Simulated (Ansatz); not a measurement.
Input and command of a plane-wave DFT calculation in Ansatz:

```yaml
crystal:
  lattice:
    - [5.8076939528, 0.0, 0.0]
    - [0.0, 5.8076939528, 0.0]
    - [0.0, 0.0, 5.8076939528]
  atoms:
    - { symbol: K, position: [0.154200888, 0.154200888, 0.154200888] }
    - { symbol: K, position: [0.345799112, 0.845799112, 0.654200888] }
    - { symbol: K, position: [0.654200888, 0.345799112, 0.845799112] }
    - { symbol: K, position: [0.845799112, 0.654200888, 0.345799112] }
    - { symbol: W, position: [0.8645630775, 0.8645630775, 0.8645630775] }
    - { symbol: W, position: [0.6354369225, 0.1354369225, 0.3645630775] }
    - { symbol: W, position: [0.3645630775, 0.6354369225, 0.1354369225] }
    - { symbol: W, position: [0.1354369225, 0.3645630775, 0.6354369225] }
basis:
  ecutwfc: 420
kpoints:
  mp_grid: { grid: [8, 8, 8] }
hamiltonian:
  xc: pbe
scf:
  occupations: { method: gaussian, width: 0.1 }
output:
  forces: true
  stress: true
  eigenvalues: true
relax:
  adjacent_minimum: "off"
  f_tol: 0.01
  max_steps: 80
  cell: { stress_tol: 0.05 }
```

```bash
ansatz run input.yaml --threads 1 --pin off --max-ram 2560MiB --backend cpu --events-out ev --progress --plain --runs-dir out
```

Processor: Arm Neoverse V2, 1 thread, on a host shared with other jobs.

Task: Estimate time, memory and problem size.

Result: About 2.3 min on 1 thread of Arm Neoverse V2, on a shared host, peak memory 0.61 GiB. It solves 56 bands at 45 k points (the mesh reduced by the symmetry that the task leaves, which can be less than the crystal's) with about 3887 plane waves (on the last cell), in 21 SCF iterations over 3 ionic steps.
